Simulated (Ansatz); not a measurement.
Method: DFT PBE, scalar-relativistic, plane waves, PAW (Ansatz 0.2.0). Settings: cutoff 420 eV, Γ-centred meshes spaced at most about 0.3 Å⁻¹, and about 0.25 Å⁻¹ or finer for metals (2π included), Gaussian smearing. No spin polarisation in the final relaxations.

All energies are static (0 K, no zero-point motion). All come from trial cells, and lower structures may exist.

Question: Order these relaxed structures of CaZr₂N₃ by energy, lowest first, with the energy over the lowest of them.
A.

```
Ca Zr N
1.0
     2.30244   -5.32087    0.00000
     2.30244    5.32087    0.00000
     0.00000    0.00000    3.47984
Ca Zr N
1 2 3
Direct
  0.00000 0.00000 0.00000
  0.64888 0.35112 0.50000
  0.35112 0.64888 0.50000
  0.15871 0.84129 0.50000
  0.84129 0.15871 0.50000
  0.50000 0.50000 0.00000
```

B.

```
Ca Zr N
1.0
     3.00676    1.73595    3.47158
    -3.00676    1.73595    3.47158
     0.00000   -3.47191    3.47158
Ca Zr N
1 2 3
Cartesian
  0.0000 0.0000 0.0000
  0.0000 0.0000 7.5826
  0.0000 0.0000 2.8321
  1.5034 0.8680 1.7358
  -1.5034 0.8680 1.7358
  0.0000 -1.7360 1.7358
```

C.

```
Ca Zr N
1.0
     4.75643    0.00000    0.00000
     0.00000    4.75643    0.00000
     0.00000    0.00000    4.40019
Ca Zr N
1 2 3
Cartesian
  2.3782 2.3782 0.8229
  2.3782 0.0000 2.9750
  0.0000 2.3782 2.9750
  2.3782 2.3782 3.0336
  2.3782 0.0000 0.9194
  0.0000 2.3782 0.9194
```

D.

```
Ca Zr N
1.0
     5.77847    0.00000    0.00000
    -2.88923    5.00430    0.00000
     0.00000    0.00000    2.97444
Ca Zr N
1 2 3
Direct
  0.00000 0.00000 0.00000
  0.33333 0.66667 0.00000
  0.66667 0.33333 0.00000
  0.50000 0.00000 0.50000
  0.50000 0.50000 0.50000
  0.00000 0.50000 0.50000
```

Answer: A (0 meV/atom), D (239 meV/atom), B (679 meV/atom), C (827 meV/atom). Forms: A Cmmm; D P6/mmm; B R-3m; C P4mm. Counting N atoms around Ca and Zr (those within 1.25 times the shortest such distance or 1.15 times the sum of covalent radii; a plus sign parts nearer from farther groups; the shortest distance is added where it is long for a bond): A has Ca 6, Zr 1+4; D has Ca 12 from 3.2 Å, Zr 6; B has Ca 6, Zr 3; C has Ca 6, Zr 1+3.

A magnetic state wasn't ruled out in cells without spin, among them R-3m. Cells relaxed within their symmetry can be saddle points. Some types were kept out of the candidates beforehand, so the set may lack a known form.
